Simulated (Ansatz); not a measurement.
BP (rock salt, space group No. 225) under volume change, PBE in the plane-wave PAW code Ansatz, scaled uniformly.

```json
[
 {"V (Å³/atom)": "9.162", "E − E(relaxed) (meV/atom)": "49.3", "P (GPa)": "18.78"},
 {"V (Å³/atom)": "9.464", "E − E(relaxed) (meV/atom)": "20.8", "P (GPa)": "11.62"},
 {"V (Å³/atom)": "9.766", "E − E(relaxed) (meV/atom)": "(withheld)", "P (GPa)": "(withheld)"},
 {"V (Å³/atom)": "10.068", "E − E(relaxed) (meV/atom)": "0.0", "P (GPa)": "0.00"},
 {"V (Å³/atom)": "10.370", "E − E(relaxed) (meV/atom)": "(withheld)", "P (GPa)": "(withheld)"},
 {"V (Å³/atom)": "10.672", "E − E(relaxed) (meV/atom)": "16.4", "P (GPa)": "-8.29"},
 {"V (Å³/atom)": "10.974", "E − E(relaxed) (meV/atom)": "35.3", "P (GPa)": "-11.67"}
]
```

Task: Complete the blanks.

Result: 
- 9.766, E − E(relaxed) (meV/atom): 4.9
- 9.766, P (GPa): 5.36
- 10.370, E − E(relaxed) (meV/atom): 4.3
- 10.370, P (GPa): -4.45

Task: What does a third-order Birch–Murnaghan fit give for V₀, B₀ and B′?

Result: V₀ = 10.07 Å³/atom, B₀ = 163 GPa, B′ = 4.2.

Space group Fm-3m (rock salt). The start of the workflow was typed in or built on a structure type; neither database checked (COD, Materials Project) lists it. It is not the phase usual at ambient conditions (space group No. 216). The cell was relaxed with PBE under the symmetry of its start; its stability against distortions is not shown here. Its formation energy is positive at this level, so the cell may be metastable or incomplete.

Potentials: the later of the program's two PAW sets.
